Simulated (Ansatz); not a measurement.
**CdTe, first-principles data**

CdTe:
```
CdTe
1.0
    3.70283     0.00000     0.00000
    0.00000     3.70283     0.00000
    0.00000     0.00000     3.70283
Cd Te
1 1
Direct
  0.00000   0.00000   0.00000
  0.50000   0.50000   0.50000
```

Space group Pm-3m (No. 221), CsCl type; conventional cell a = 3.703 Å, b = 3.703 Å, c = 3.703 Å, α = 90.00°, β = 90.00°, γ = 90.00°.

Method: PBEsol in the plane-wave PAW code Ansatz. The cell and atoms are relaxed at this level. Other levels are named where they apply.

### Cell and energy

| Quantity | Value |
|---|---|
| Volume per atom | 25.38 Å³ |
| Density | 7.85 g/cm³ |
| Formation energy from the elements (no fitted shifts) | 0.085 eV/atom |

### Electronic structure

| Item | Value |
|---|---|
| Electronic character | metallic (no gap) |
| Density of states at the Fermi level | 0.71 states/eV per atom (mean over ±0.08 eV) |
| Gap with spin–orbit coupling | none (metallic) |

### Mechanics

| Property | Result |
|---|---|
| Bulk modulus (Birch–Murnaghan fit) | 55.7 GPa |
| Pressure derivative B′ | 4.9 |
| Elastic constants (relaxed ions, GPa) | C11 = 53.0, C12 = 56.2, C44 = -1.0 |
| Mechanical stability | unstable (C has a negative eigenvalue) |

### Phonons

| Item | Value |
|---|---|
| Highest zone-centre frequency | 61 cm^-1 |
| Zone-centre stability | no imaginary mode at Γ |

The start of the workflow was typed in or built on a structure type; neither database checked (COD, Materials Project) lists it. It is not the phase usual at ambient conditions (space group No. 216). Symmetry was held in the PBEsol relaxation. As this level gives no gap, shear constants depend on the k-mesh and smearing (Fermi–Dirac, 0.1 eV here). As this level gives no gap, phonon frequencies hold no LO–TO term and depend on the k-mesh and smearing (Fermi–Dirac, 0.1 eV here). The references are the lowest solids computed at this level, not always the standard phases. Scalar-relativistic: spin–orbit coupling is off unless named, which matters more the heavier the elements.

Potentials: the earlier of the program's two PAW sets. The files were generated under PBE; for other functionals the program regenerates the frozen cores, and for LDA and PBEsol the local potential too.
